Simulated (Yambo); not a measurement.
```
CELL_PARAMETERS angstrom
      0.00000     3.22284     3.22284
      3.22284     0.00000     3.22284
      3.22284     3.22284     0.00000
ATOMIC_POSITIONS crystal
  Ag 0.00000 0.00000 0.00000
  I  0.25000 0.25000 0.25000
```

AgI (zinc blende, space group F-43m, No. 216): mean Im ε in 1 eV windows above the direct gap of 2.38 eV, for different electron-hole kernels (Yambo, broadening 0.15 eV, PBEsol (Quantum ESPRESSO, PseudoDojo norm-conserving, 82 Ry, scalar-relativistic) bands; 6×6×6 mesh, 8 valence and 4 conduction bands, static screening with 39 bands and a 4 Ry block, scissor 1.18 eV, Tamm-Dancoff; field along x).

```tsv
window (eV)	independent quasiparticles	BSE
2.4 to 3.4	1.2	2.9
3.4 to 4.4	2.5	4.2
4.4 to 5.4	3.3	3.7
5.4 to 6.4	4.4	5.8
6.4 to 7.4	6.8	6.5
7.4 to 8.4	7.5	5.2
```

This run doesn't resolve bound excitons or single peaks, so only averages are given, and they too depend on the mesh; weight that the attraction moves below the gap isn't listed. All transitions below 9.65 eV are in the band window. The scissor comes from a G0W0 run whose convergence isn't established.

Spin-orbit coupling is left out, which matters for elements this heavy: edges can move by tenths of an eV.

Geometry relaxed with PBEsol.
